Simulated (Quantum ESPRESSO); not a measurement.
AlSi₆N (made-up cell), Mg₄Se₃O (made-up cell), AlIn₂GaP₄ (made-up cell) (calculated)

All values are calculated (Quantum ESPRESSO 7.5). Calculation on a made-up crystal cell, not a measurement: periodic Kohn-Sham density functional theory in plane waves with PseudoDojo standard norm-conserving scalar-relativistic pseudopotentials, each functional with its own files (v0.5 for PBE, v0.4.1 for LDA and PBEsol), no spin polarisation, no spin-orbit coupling, atoms not relaxed, stress positive in tension, energies less a fixed whole-eV offset for each atom's element; levels are Kohn-Sham levels at fractions of this cell's reciprocal vectors, counted from the reference band (half the neutral cell's valence electrons, rounded up) at Gamma; error bars cover cutoff and k-mesh only, not smearing or the files; added strain carries the atoms with the cell, and shear is the tensor component; each bar is the largest change over components, and at least 0.002 eV, 0.002 eV per angstrom or 0.02 GPa; energies are for the whole cell, and the offsets were chosen from early runs and are not element reference energies.

Common to all runs: functional pbe; scf tolerance 1e-07 eV; electrons removed 0.

(1) AlSi₆N (made-up cell)

```xyz
8
Lattice="5.5732 0.0343 0.0325 0.0343 5.5842 0.0313 0.0325 0.0313 5.5597" Properties=species:S:1:pos:R:3 AlSi6N
N     -0.0241     0.0931     0.0199
Al     0.0612     2.7662     2.8058
Si     2.7911     0.0558     2.8041
Si     2.8181     2.8215     0.0562
Si     1.4247     1.3886     1.4189
Si     1.4279     4.2331     4.2208
Si     4.2037     1.4474     4.2032
Si     4.2241     4.2250     1.4209
```

Here we set lattice type zincblende/diamond, cutoff 1143 eV, fermi dirac smearing 0.1 eV and k mesh 6 x 6 x 6, shifted by half a step.

It finds free energy less offsets 4.824 eV; smearing term minus ts -0.07859 eV; scf iterations 11; pressure -7.719 GPa; stress xx 7.377 GPa; stress yy 8.01 GPa; stress zz 7.769 GPa; stress yz 0.3351 GPa; stress xz 1.035 GPa; stress xy 0.6096 GPa; fermi level 0.0582 eV; reference band 16; error bar energy 0.002 eV; error bar stress 0.02406 GPa; error bar force 0.01118 eV/Å; error bar next band up 0.002 eV; error bar fermi level 0.01526 eV; error bars from tighter rerun of a related cell.

Atoms:
| atoms element | atom site | atom energy offset (eV) |
| --- | --- | --- |
| N | 1 | -283 |
| Al | 2 | -64 |
| Si | 3 | -115 |
| Si | 4 | -115 |
| Si | 5 | -115 |
| Si | 6 | -115 |
| Si | 7 | -115 |
| Si | 8 | -115 |

Forces:
| site | x (eV/Å) | y (eV/Å) | z (eV/Å) |
| --- | --- | --- | --- |
| 1 | -0.04019 | -0.4136 | -0.1244 |
| 2 | -0.1087 | 0.5702 | 0.04346 |
| 3 | 0.2519 | -0.4432 | 0.1626 |
| 4 | -0.1603 | 0.05472 | -0.1076 |
| 5 | -0.5876 | -0.6981 | -1.316 |
| 6 | -0.4393 | 0.8866 | 0.8011 |
| 7 | 0.5174 | -1.019 | 1.158 |
| 8 | 0.5667 | 1.062 | -0.6178 |

Levels:
| level k point | next band up (eV) |
| --- | --- |
| Gamma | 0.402 |
| (1/2,1/2,1/2) | 0.08735 |
| (0.15,0,0) | 0.003636 |
| (0,0.15,0) | 0.1758 |
| (0,0,0.15) | 0.1695 |

(2) Mg₄Se₃O (made-up cell)

```xyz
8
Lattice="4.1400 0.0249 -0.0463 0.0432 7.1552 0.0632 -0.0756 0.0596 6.7785" Properties=species:S:1:pos:R:3 Mg4Se3O
Mg     0.0199    -0.2061    -0.0268
Mg     2.0028     3.6012     0.1330
Mg     2.1037     1.2331     3.4123
Mg    -0.0490     4.8256     3.5565
Se    -0.0495    -0.0032     2.3694
Se     2.0512     3.5070     2.4534
O      2.0039     1.1091     5.9898
Se    -0.0238     4.7724     6.0631
```

Here we set lattice type wurtzite, cutoff 1170 eV, fermi dirac smearing 0.025 eV and k mesh 4 x 4 x 4, shifted by half a step.

It finds free energy less offsets 1.203 eV; smearing term minus ts 0 eV; scf iterations 12; pressure -0.6303 GPa; stress xx 3.166 GPa; stress yy 0.2735 GPa; stress zz -1.549 GPa; stress yz 0.05768 GPa; stress xz -0.8875 GPa; stress xy 1.026 GPa; reference band 47; error bar energy 0.008563 eV; error bar stress 0.09729 GPa; error bar force 0.01209 eV/Å; error bar next band up 0.002 eV; error bars from tighter rerun of this cell.

Atoms:
| atoms element | atom site | atom energy offset (eV) |
| --- | --- | --- |
| Mg | 1 | -1617 |
| Mg | 2 | -1617 |
| Mg | 3 | -1617 |
| Mg | 4 | -1617 |
| Se | 5 | -3300 |
| Se | 6 | -3300 |
| O | 7 | -452 |
| Se | 8 | -3300 |

Forces:
| site | x (eV/Å) | y (eV/Å) | z (eV/Å) |
| --- | --- | --- | --- |
| 1 | -0.02541 | 3.203 | -1.45 |
| 2 | 0.8844 | -1.916 | -1.755 |
| 3 | -0.3401 | -0.7525 | 1.599 |
| 4 | 0.09643 | -0.2012 | -0.825 |
| 5 | 0.2554 | 0.03795 | 1.579 |
| 6 | -0.03806 | 0.7893 | 2.094 |
| 7 | 0.05874 | -0.2288 | -0.4903 |
| 8 | -0.8914 | -0.9317 | -0.7504 |

Levels:
| level k point | next band up (eV) |
| --- | --- |
| Gamma | 1.56 |
| (1/2,1/2,1/2) | 2.924 |
| (0.15,0,0) | 2.22 |
| (0,0.15,0) | 1.823 |
| (0,0,0.15) | 1.869 |

(3) AlIn₂GaP₄ (made-up cell)

```xyz
8
Lattice="5.6429 0.0521 0.0191 0.0521 5.6603 0.0115 0.0191 0.0115 5.7238" Properties=species:S:1:pos:R:3 AlIn2GaP4
In     0.0054     0.1146    -0.0230
Al     0.0338     2.8836     2.9067
In     2.8788     0.0167     2.8415
Ga     2.8132     2.8344    -0.0295
P      1.4388     1.4260     1.4324
P      1.5124     4.2281     4.3309
P      4.2581     1.4632     4.3123
P      4.2696     4.2926     1.4296
```

It was run with lattice type zincblende/diamond, cutoff 1088 eV, fermi dirac smearing 0.025 eV and k mesh 4 x 4 x 4, shifted by half a step.

It finds free energy less offsets -0.5616 eV; smearing term minus ts 0 eV; scf iterations 10; pressure 3.318 GPa; stress xx -3.697 GPa; stress yy -3.298 GPa; stress zz -2.96 GPa; stress yz 0.2742 GPa; stress xz -1.03 GPa; stress xy 2.133 GPa; error bar energy 0.007096 eV; error bar stress 0.02 GPa; error bar force 0.002 eV/Å; error bars from tighter rerun of this cell.

Atoms:
| atoms element | atom site | atom energy offset (eV) |
| --- | --- | --- |
| In | 1 | -1808 |
| Al | 2 | -64 |
| In | 3 | -1808 |
| Ga | 4 | -2080 |
| P | 5 | -189 |
| P | 6 | -189 |
| P | 7 | -189 |
| P | 8 | -189 |

Forces:
| site | x (eV/Å) | y (eV/Å) | z (eV/Å) |
| --- | --- | --- | --- |
| 1 | 0.3548 | -1.285 | 0.4565 |
| 2 | 0.07951 | -0.1721 | -0.3163 |
| 3 | -0.4336 | 0.09156 | 0.5102 |
| 4 | 0.3549 | -0.03751 | 0.6134 |
| 5 | -0.0567 | 1.885 | 0.4273 |
| 6 | -0.6172 | -0.6587 | -0.3506 |
| 7 | -0.378 | 1.949 | -0.793 |
| 8 | 0.6963 | -1.772 | -0.5475 |
